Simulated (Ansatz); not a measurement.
Input and command of a plane-wave DFT calculation in Ansatz:

```yaml
crystal:
  lattice:
    - [4.1898989384, 0.0, 0.0]
    - [0.0, 4.1898989384, 0.0]
    - [0.0, 0.0, 21.9592458066]
  atoms:
    - { symbol: Sn, position: [0.5, 0.0, 0.1913586124] }
    - { symbol: Sn, position: [0.5, 0.0, 0.686804722] }
    - { symbol: Sn, position: [0.0, 0.5, 0.313195278] }
    - { symbol: Sn, position: [0.0, 0.5, 0.8086413876] }
    - { symbol: Se, position: [0.5, 0.0, 0.3131658984] }
    - { symbol: Se, position: [0.5, 0.0, 0.8086123164] }
    - { symbol: Se, position: [0.0, 0.5, 0.1913876836] }
    - { symbol: Se, position: [0.0, 0.5, 0.6868341016] }
basis:
  ecutwfc: 420
kpoints:
  mp_grid: { grid: [6, 6, 2] }
hamiltonian:
  xc: lda
scf:
  occupations: { method: gaussian, width: 0.05 }
output:
  forces: true
  stress: true
  eigenvalues: true
```

```bash
ansatz run input.yaml --threads 2 --pin off --max-ram 5120MiB --backend cpu --events-out ev --progress --plain --runs-dir out
```

Processor: Intel(R) Xeon(R) Processor @ 2.70GHz, 2 threads, on a host shared with other jobs.

Q: Estimate time, memory and problem size.

A: About 18 s on 2 threads of Intel(R) Xeon(R) Processor @ 2.70GHz (shared host), peak memory 0.93 GiB. It solves 72 bands at 20 k points (the mesh reduced by symmetry) with about 7445 plane waves, in 9 SCF iterations.
